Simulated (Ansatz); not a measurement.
Ansatz input

```yaml
crystal:
  lattice:
    - [-1.64059759, 1.6404856947, 1.130256023]
    - [1.6404856947, -1.64059759, 1.130256023]
    - [2.6927258741, 2.6927258741, -1.1304609594]
  atoms:
    - { symbol: Cr, position: [0.9999662114, 3.37886e-05, 0.0], spin: 1.5 }
    - { symbol: Cr, position: [0.7500337886, 0.2499662114, 0.5], spin: 1.5 }
hamiltonian:
  xc: pbesol
  pseudopotentials:
    kind: paw
    azcp:
      Cr: "pseudopotentials/Cr.paw.azcp"
basis:
  ecutwfc: 420
  fft_grid_basis: typed
kpoints:
  mp_grid: { grid: [17, 17, 9], shift: [0, 0, 0] }
magnetization:
  spin_polarized: true
scf:
  occupations: { method: fermi_dirac, width: 0.05 }
  lower_state_search: "off"
output:
  stress: true
```

Terminal output

```
Warning: the record states the generating functional pbe (its physics header spells it `PBE`), which answers neither for hamiltonian.xc's functional nor for the pbesol family's — results may be inconsistent (PPs are generated against a specific XC)
Engine: ansatz 0.2.0, aarch64-unknown-linux-gnu
Pseudopotentials: kind: paw
Pseudopotential: Cr, paw, valence charge 14, recommended cutoff 420 eV (normal) 
Functional definition: PBEsol
  exchange = pbesol_x
  correlation = pbesol_c
Crystal: 2 atoms, lattice volume = 19.971 Å³
Basis set: ecut = 420 eV, 409 PW (Γ)
Bands: 20, of which v1, the nominal top of the filled ones, is band 14 counted from 1 (13 counted from 0)
Symmetry: 4 space group operations
Space group: C2/c (ITA 15), of the structure as read, at distance tolerance 2.7e-5 Å
Magnetic group: BNS 15.85 (UNI 92), of the structure as read, at distance tolerance 2.7e-5 Å
k-points: 693 of 2601
Non-local potential: Cr, projectors of the file, l = 0: 3, l = 1: 2, l = 2: 3, l = 3: 1
PAW form: soft (Blöchl's): semilocal exchange-correlation on the pseudo side does not see the compensation charge
PAW frozen core: Cr, regenerated for the run's functional, and the local potential with it (the file was generated under x = pbe(κ = 0.804, μ = 0.2195149727645171), c = pbe(β = 0.06672455060314922))
PAW one-centre angular grid: Cr, 590 points (default); XC on 64 Gauss nodes
Initial density: superposition of atomic densities (chi_scale 0.1, normalization cell)
Starting moments: Σ|m| = 3 μB on 2 of 2 sites
Initial wavefunctions: pseudopotential atomic-orbital guess
Functional: x = pbesol(κ = 0.804, μ = 0.12345679012345678), c = pbesol(β = 0.046)
SCF iter   1: F=—  HF=-6699.728640 eV  |F-HF|=—  |Δ(HF+E_count)|=         —  Δρ=2.42e-1 (↑2.42e-1 ↓6.98e-2)  dr2=9.00e0  dr2_m=3.10e0  M=0.639 μB ∫|m|=0.644 μB  β_m=0.30  ethr=3.10e-3  ⟨swp⟩=3.6  Hψ=97928  notcnv=0
SCF iter   2: F=—  HF=-6698.095617 eV  |F-HF|=—  |Δ(HF+E_count)|=    1.63e0  Δρ=1.54e-1 (↑1.54e-1 ↓5.85e-2)  dr2=2.89e0  dr2_m=1.65e0  M=0.557 μB ∫|m|=0.563 μB  β_m=0.30  ethr=3.10e-3  ⟨swp⟩=2.2  Hψ=60291  notcnv=0  defer=999
SCF iter   3: F=—  HF=-6697.443218 eV  |F-HF|=—  |Δ(HF+E_count)|=   6.52e-1  Δρ=7.37e-2 (↑6.33e-2 ↓7.37e-2)  dr2=6.45e-2  dr2_m=8.10e-1  M=0.555 μB ∫|m|=0.557 μB  β_m=0.30  ethr=3.10e-3  ⟨swp⟩=2.5  Hψ=54093  notcnv=0  defer=999
SCF iter   4: F=—  HF=-6697.494920 eV  |F-HF|=—  |Δ(HF+E_count)|=   5.17e-2  Δρ=5.92e-2 (↑5.92e-2 ↓4.89e-2)  dr2=2.26e-2  dr2_m=5.33e-1  M=0.425 μB ∫|m|=0.427 μB  β_m=0.30  ethr=2.30e-4  ⟨swp⟩=3.0  Hψ=67938  notcnv=0  defer=716
SCF iter   5: F=—  HF=-6697.548310 eV  |F-HF|=—  |Δ(HF+E_count)|=   5.34e-2  Δρ=4.35e-2 (↑4.12e-2 ↓4.35e-2)  dr2=1.02e-3  dr2_m=3.28e-1  M=0.341 μB ∫|m|=0.344 μB  β_m=0.30  ethr=8.08e-5  ⟨swp⟩=2.1  Hψ=49119  notcnv=0  defer=716
SCF iter   6: F=—  HF=-6697.588871 eV  |F-HF|=—  |Δ(HF+E_count)|=   4.06e-2  Δρ=3.41e-2 (↑3.33e-2 ↓3.41e-2)  dr2=1.62e-4  dr2_m=2.08e-1  M=0.268 μB ∫|m|=0.271 μB  β_m=0.30  ethr=3.63e-6  ⟨swp⟩=2.0  Hψ=51469  notcnv=0  defer=716
SCF iter   7: F=—  HF=-6697.613152 eV  |F-HF|=—  |Δ(HF+E_count)|=   2.43e-2  Δρ=2.69e-2 (↑2.67e-2 ↓2.69e-2)  dr2=1.21e-5  dr2_m=1.32e-1  M=0.210 μB ∫|m|=0.213 μB  β_m=0.30  ethr=5.78e-7  ⟨swp⟩=2.3  Hψ=54790  notcnv=0  defer=716
...
iter 14 did not close the SCF: its close was put off for a magnetic moment that had not settled (scf_convergence_deferred on its scf_iter line)
SCF iter  14: F=-6697.652408 eV  HF=-6697.652408 eV  |F-HF|=2.71e-9  |Δ(HF+E_count)|=   1.22e-8  Δρ=3.76e-6 (↑3.76e-6 ↓3.47e-6)  dr2=5.38e-10  dr2_m=2.16e-9  M=-0.000 μB ∫|m|=0.000 μB  β_m=0.79  ethr=3.57e-10  ⟨swp⟩=5.7  Hψ=97834  notcnv=0
iter 15 did not close the SCF: its close was put off for a magnetic moment that had not settled (scf_convergence_deferred on its scf_iter line)
SCF iter  15: F=-6697.652408 eV  HF=-6697.652408 eV  |F-HF|=5.55e-11  |Δ(HF+E_count)|=   3.85e-9  Δρ=6.83e-7 (↑5.70e-7 ↓6.83e-7)  dr2=3.45e-11  dr2_m=5.68e-11  M=-0.000 μB ∫|m|=0.000 μB  β_m=0.82  ethr=1.92e-12  ⟨swp⟩=1.0  Hψ=80262  notcnv=0
SCF iter  16: F=-6697.652408 eV  HF=-6697.652408 eV  |F-HF|=1.82e-12  |Δ(HF+E_count)|=  8.82e-11  Δρ=1.41e-7 (↑1.41e-7 ↓1.40e-7)  dr2=2.58e-12  dr2_m=2.62e-12  M=-0.000 μB ∫|m|=0.000 μB  ethr=1.00e-12  ⟨swp⟩=1.0  Hψ=62567  notcnv=0
WARN: the starting moments were not kept: the SCF closed with an absolute magnetisation of 1.2e-6 μB, where they sum to 3 μB in size (2 sites). That is at most 0.1 of that sum. Measured as dr2_m measures the in/out step, that magnetisation stands 3.6e-13 eV from none, at or under the dr2_threshold of 1.0e-7 eV: it is no larger than a step whose dr2_m would equal this threshold. The system may hold no moment; this SCF shows only that its start led to no more than that. To try another start: raise the starting moments (crystal.atoms[].spin, magnetization.per_species, magnetization.initial_magnetization, or on a non-collinear deck that types none of these the spinor_matrix: blocks that start its atoms; where the total moment is fixed, keep their sum and leave initial_magnetization as it is; typed ones take the place of any that the run laid by itself, positive ones on a crystal's lanthanoids without a Hubbard term where scf.initial_density.shell_occupations: [] is typed) or, if the notice of its spin-set hold's release reads "site moments contracting" or "site moments show no strong build", lengthen the hold (scf.mixing.spin_hold: { on: { confirm: 4 } }; for m-r²SCAN on two components see the key's manual first). Each may lead to a state that holds a moment. A second SCF, from the converged charge density, with the starting moments and any scf.initial_density.shell_occupations laid on it anew, would have followed, and was not run: the deck does not ask for one (magnetization.retry_lost_moments is false, the default). To let it run, set magnetization.retry_lost_moments: true and run the deck again, where that key's refused combinations let it; where memory then withholds it, that run's warning says so.
SCF 1 converged in 16 iterations: F = -6697.652408 eV  dr2 = 2.58e-12
SCF converged after 16 iterations
Magnetization: -0.0000 μB (14.0000 up, 14.0000 down)
Absolute magnetization: 0.0000 μB (∫|ρ↑−ρ↓|, with the PAW one-centre terms)
Spin contamination: 0.0000 ħ² per cell (⟨S²⟩ above its minimum at these occupations)
Per-site moments (μB) at R_I (Å): [(-9.227741108846797e-8, 0.9324612212597613), (-9.227741099393677e-8, 0.9324612212597613)]
Free energy (F): -6697.652408 eV
Harris-Foulkes:  -6697.652408 eV  (|F-HF|=1.82e-12)
Internal energy: -6697.640356 eV  (E = F + TS)
E sigma→0 (E₀):  -6697.646382 eV
Entropy (-TS):   -0.012053 eV (-6.026 meV/atom)
Fermi energy:    22.653372 eV
--- Per-component energies (eV) ---
  E_band       = -194.952644
  E_kinetic    = 698.220911
  E_local      = -2115.641169  (includes V_loc(G=0)·N_el)
  E_nonlocal   = 164.833722
  E_hartree    = 951.533206
  E_xc         = -281.756096
  E_vxc        = -361.243164  (∫ρ·V_xc dr)
  E_paw        = -2338.014483  (= ΣΔE_a)
  E_vpaw       = -484.190051  (= ΣTr[D̂ρ^β])
  E_aug_tail   = 0.000602  (compensation charges beyond the density's cutoff)
  E_ewald      = -3777.137046
  E_core_change = 0.319999  (= ΣΔE_core)
  E_smearing   = -0.012053  (= −TS)
  E_closure    = 0.000000  (closes the sum)
  Σ components = -6697.652408   (vs F -6697.652408, Δ=0.00e0)
--- Stress (GPa, compression-positive) ---
       44.322512       0.872062       0.028372
        0.872062      44.322512       0.028372
        0.028372       0.028372      43.919811
  P = ⅓ Tr σ = 44.1883 GPa (441.883 kbar)
```
